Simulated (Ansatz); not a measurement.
Mo (diamond type), DFT, PBEsol, PAW with Ansatz's default frozen-core files, scalar-relativistic (Ansatz 0.2.0), on 1 thread of Arm Neoverse V1 (shared host).

Command: `ansatz run input.yaml --threads 1 --pin off --max-ram 2048MiB --backend cpu --events-out ev --progress --plain --runs-dir out`

```yaml
crystal:
  lattice:
    - [0.0, 2.805818095, 2.805818095]
    - [2.805818095, 0.0, 2.805818095]
    - [2.805818095, 2.805818095, 0.0]
  atoms:
    - { symbol: Mo, position: [-0.125, -0.125, -0.125] }
    - { symbol: Mo, position: [0.125, 0.125, 0.125] }
kpoints:
  mp_grid: { grid: [12, 12, 12] }
  band_path:
    path:
      - [0.0, 0.0, 0.0]
      - [0.5, 0.0, 0.5]
      - [0.625, 0.25, 0.625]
      - [0.375, 0.375, 0.75]
      - [0.0, 0.0, 0.0]
      - [0.5, 0.5, 0.5]
      - [0.5, 0.25, 0.75]
      - [0.5, 0.0, 0.5]
    npoints: 8
scf:
  occupations: { method: fermi_dirac, width: 0.08 }
hamiltonian:
  xc: pbesol
  pseudopotentials: { kind: paw }
output:
  forces: true
  stress: true
  eigenvalues: true
  populations: true
  dos: { projected: true, de: 0.2, e_range: [-14, 8] }
```

Task: How large is the problem that the program sets up?

Result: 72 irreducible k-points, 869 plane waves at Γ, 18 bands.

Task: About how long does it take?

Result: 5 s of wall time for 6 SCF iterations. Times on shared machines scatter by tens of per cent.
